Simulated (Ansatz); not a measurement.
A geometry of Cu away from equilibrium: the start of the relaxation of a generated cell, Cu placed in the AFLOW prototype A_aP4_2_aci. These are PBE (plane waves to 420 eV, PAW, scalar-relativistic; Ansatz, a program for electronic structure) values and carry that method's errors. Γ-centred k-mesh 13×11×5 on the run's cell (coarser than for final values), Fermi–Dirac smearing 0.05 eV.

```xyz
4
Lattice="2.4700 0.0000 0.0000 0.2473 2.9141 0.0000 0.1075 0.4841 6.5361" Properties=species:S:1:pos:R:3:forces:R:3 pbc="T T T" free_energy=-26499.893 pressure_GPa=10.8
Cu     0.0000     0.0000     0.0000    0.0000    0.0000    0.0000
Cu     0.0538     0.2421     3.2680    0.0000    0.0000    0.0000
Cu     1.2388     1.7923     1.6928    0.9714   -1.4052   -0.0286
Cu     1.5860     1.6060     4.8432   -0.9714    1.4052    0.0286
```

Positions in Å, forces in eV/Å, free energy of the cell in eV (comparable only within this code, potentials and settings). Largest force: 1.71 eV/Å, on Cu3, Cu4 (atoms numbered as listed); the geometry lies 0.20 eV/atom above the end of its relaxation.

No spin polarisation in the result.

The run could not lose the symmetry of its start.
